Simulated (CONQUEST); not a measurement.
A self-consistent single point of SnO2 (P4_2/mnm, 6 atoms in the cell; from Materials Project mp-856, changed as shown).

```
SnO2
1.0
    4.76482     0.00000     0.00000
    0.00000     4.76482     0.00000
    0.00000     0.00000     3.14335
Sn O
2 4
Direct
  0.50000   0.50000   0.50000
  0.00000   0.00000   0.00000
  0.19403   0.80597   0.50000
  0.80597   0.19403   0.50000
  0.69403   0.69403   0.00000
  0.30597   0.30597   0.00000
```

All values come from this method and carry its errors: PBE, numerical atomic orbitals double-zeta with polarisation (the shipped basis), PseudoDojo norm-conserving potentials made for PBE run with CONQUEST 1.3.

CONQUEST settings:

```
setting                                         value
---------------------  ------------------------------
basis                                             DZP
Diag.MPMeshX, Y, Z                              4 4 6
potentials             PseudoDojo norm-conserving PBE
Grid.GridCutoff                                175 Ha
DM.SolutionMethod                              diagon
Diag.SmearingType                                   1
Diag.kT                                   0.001837 Ha
Diag.GammaCentred                                true
Diag.MPOrder                                        0
minE.SCTolerance                              1.0e-07
SC.MaxIters                                       100
SC.LinearMixingFactor                             0.5
SC.KerkerPreCondition                            true
SC.KerkerFactor                            0.1 1/bohr
AtomMove.TypeOfRun                             static
```

### Question
Estimate, at this level of theory: gap on the k-point mesh, pressure and largest force (vector length).

### Answer
The run gave:

Gap on the k-point mesh: 1.10 eV
Pressure: 18.71 GPa
Largest force (vector length): 0.203 eV/Å

The gap is read on the k-point mesh of the run and can differ from the gap over the whole zone at this level.

For comparison: a first run was changed to give this one (lattice vector c scaled by 0.98), and from it to this one the free energy rises by 32.4 meV/atom, the pressure goes from 13.01 to 18.71 GPa, the largest force goes from under 0.1 to 0.20 eV/Å and the gap on the mesh goes from 0.800 to 1.100 eV.

The program uses no crystal symmetry, so grid and mesh can part values that symmetry would make equal. The atom-centred basis is finite, which shifts total energies, pressures, gaps and forces against plane waves. The structure comes from a collection of computed structures, made at another level of theory; the collection holds predicted forms beside known ones.

Cost on one core: around 120 core-seconds (rough).
